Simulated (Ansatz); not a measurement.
GaAs:
```xyz
2
Lattice="0.0000 2.8725 2.8725 2.8725 0.0000 2.8725 2.8725 2.8725 0.0000" Properties=species:S:1:pos:R:3 pbc="T T T"
Ga     0.0000     0.0000     0.0000
As     4.3088     4.3088     4.3088
```

PBE (plane waves, PAW; program Ansatz) gives a gap of 0.16 eV without spin–orbit coupling, maximum at Γ, minimum at Γ.

What happens when spin–orbit coupling is switched on?

The gap falls by 0.10 eV, to 0.06 eV; maximum at Γ, minimum at Γ.

How large is the spin–orbit splitting of the valence top at Γ?

The fourfold level lies 0.33 eV above the split-off pair.

Space group F-43m (zinc blende). The PBE relaxation kept the symmetry of its start.

Potentials: the earlier of the program's two PAW sets.
